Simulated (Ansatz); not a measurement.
TePb:
```
TePb
1.0
    0.00000     3.28432     3.28432
    3.28432     0.00000     3.28432
    3.28432     3.28432     0.00000
Pb Te
1 1
Direct
  0.00000   0.00000   0.00000
  0.50000   0.50000   0.50000
```

Relaxed with PBE. Special points in fractions of this cell's reciprocal vectors: Γ (0.000, 0.000, 0.000); X (0.500, 0.000, 0.500); U (0.625, 0.250, 0.625); K (0.375, 0.375, 0.750); L (0.500, 0.500, 0.500); W (0.500, 0.250, 0.750).

**Question.** List the band energies nearest the valence-band maximum at these points for PBE (plane waves, PAW; program Ansatz).

**Answer.** In eV from the valence-band maximum; about four levels below and three above (degenerate sets whole), none deeper than 8.9 eV; points with the same levels are listed once.

```json
[
 {"k": "Γ", "below": "-5.71 -1.16 -1.16 -1.16", "above": "4.02 4.02 4.02"},
 {"k": "X", "below": "-7.20 -4.12 -2.52 -2.52", "above": "3.51 5.30 5.30"},
 {"k": "U", "below": "-7.78 -3.76 -2.05 -1.88", "above": "3.53 3.73 5.22"},
 {"k": "L", "below": "-8.33 -0.74 -0.74 0.00", "above": "0.83 1.39 1.39"},
 {"k": "W", "below": "-7.80 -3.44 -3.44 -0.28", "above": "1.73 5.20 5.20"}
]
```

Space group Fm-3m (rock salt). Symmetry was held in the PBE relaxation. Scalar-relativistic: spin–orbit coupling is off unless named, which matters more the heavier the elements.

Potentials: the later of the program's two PAW sets.
